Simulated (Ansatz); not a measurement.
Input and command of a plane-wave DFT calculation in Ansatz:

```yaml
crystal:
  lattice:
    - [-4.3948422494, 4.8823774433, -1.5205110925]
    - [-4.4276383877, -1.4738180711, 5.1208449224]
    - [1.4147038325, 5.0702698208, 5.2759411615]
  atoms:
    - { symbol: Al, position: [0.5034373612, 0.5114249243, 0.0523322054] }
    - { symbol: Al, position: [0.5980655798, 0.0839971691, 0.0518504493] }
    - { symbol: Al, position: [0.098725519, 0.5995751698, 0.0521380797] }
    - { symbol: Al, position: [0.2220991664, 0.2021821706, 0.2419879799] }
    - { symbol: Al, position: [0.7998614026, 0.2798859835, 0.2595847421] }
    - { symbol: Al, position: [0.3014800263, 0.798562327, 0.2487391457] }
    - { symbol: Al, position: [0.4068725936, 0.4111921086, 0.4449356348] }
    - { symbol: Al, position: [0.494364295, 0.9875619696, 0.4559701662] }
    - { symbol: Al, position: [0.9965427507, 0.4818552871, 0.4642085585] }
    - { symbol: Al, position: [0.0996569392, 0.1034102335, 0.6455696151] }
    - { symbol: Al, position: [0.906665371, 0.9030472485, 0.4410415331] }
    - { symbol: Al, position: [0.597108493, 0.6052587829, 0.6502815511] }
    - { symbol: Al, position: [0.1852782603, 0.6855086764, 0.6555775815] }
    - { symbol: Al, position: [0.3027176679, 0.3045926953, 0.8434637102] }
    - { symbol: Al, position: [0.8025474576, 0.8118617446, 0.849735727] }
    - { symbol: Al, position: [0.3883342037, 0.9046224436, 0.844928236] }
    - { symbol: Nb, position: [0.71584548, 0.6816159482, 0.2515547502] }
    - { symbol: Ta, position: [0.010254713, 0.0186934086, 0.0412252597] }
    - { symbol: Ta, position: [0.6923198722, 0.1957126525, 0.6502541431] }
    - { symbol: Ta, position: [0.88555746, 0.4066316074, 0.8713247653] }
  symmetry: { detect: false }
basis:
  ecutwfc: 420
kpoints:
  mp_grid: { grid: [3, 3, 3] }
hamiltonian:
  xc: pbe
scf:
  occupations: { method: gaussian, width: 0.1 }
  lower_state_search: "off"
output:
  forces: true
  stress: true
  eigenvalues: true
relax:
  adjacent_minimum: "off"
  f_tol: 0.04
  max_steps: 25
  cell: { stress_tol: 0.3 }
```

```bash
ansatz run input.yaml --threads 4 --pin off --max-ram 9216MiB --backend cpu --events-out ev --progress --plain --runs-dir out
```

Processor: Intel(R) Xeon(R) Platinum 8259CL CPU @ 2.50GHz (Skylake/Cascade Lake), 4 threads, on a host shared with other jobs.

Q: How long does it run, and how much memory does it take?

A: About 46 s on 4 threads of Intel(R) Xeon(R) Platinum 8259CL CPU @ 2.50GHz (Skylake/Cascade Lake), on a shared host, peak memory 1 GiB. It solves 70 bands at 14 k points (the mesh reduced by symmetry) with about 6445 plane waves (on the last cell), in 31 SCF iterations over 5 ionic steps.
